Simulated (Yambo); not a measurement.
Yambo run on CdClOH (space group P6_3mc, No. 186). The wavefunctions are norm-conserving PBEsol (Quantum ESPRESSO, 102 Ry, scalar-relativistic) ones on a 3×3×1 mesh (34 occupied bands); a = 3.697 Å, b = 3.697 Å, c = 10.185 Å, α = 90.00°, β = 90.00°, γ = 120.00°.

Yambo input:

```
rim_cut
gw0
dyson
el_el_corr
HF_and_locXC
ppa
em1d
RandQpts= 1000000
RandGvec= 1 Ry
EXXRLvcs= 102 Ry
VXCRLvcs= 408 Ry
Chimod= "HARTREE"
% BndsRnXp
 9 | 193 |
%
NGsBlkXp= 7 Ry
% LongDrXp
 1.0 | 1.0 | 1.0 |
%
PPAPntXp= 27.2114 eV
% GbndRnge
 1 | 193 |
%
GTermKind= "none"
DysSolver= "n"
ExtendOut
% QPkrange
 1 | 1 | 34 | 35 |
%
```

k points by index: 1 = Γ.

Table of the .qp output:

```
#    K-point    Band    Eo [eV]    E [eV]    E-Eo [eV]    Vxc [eV]    Vnlxc [eV]    Sc|Eo [eV]    Sc|E [eV]    dSc/dw|Eo [eV]    Re(Z)    Im(Z)
#
    1    34    0.000000    -1.005506    -1.005506    -18.10765    -22.90902    3.543404    3.795873    -6.831627    0.799322    -0.001217
    1    35    2.386885    3.296054    0.909169    -11.88640    -7.511011    -3.294631    -3.466218    -5.135132    0.841245    -0.992046E-3
```
(The two width columns are left out.) Convergence of these settings isn't established.

Spin-orbit coupling is not included.

Geometry relaxed with PBE+D3(BJ).
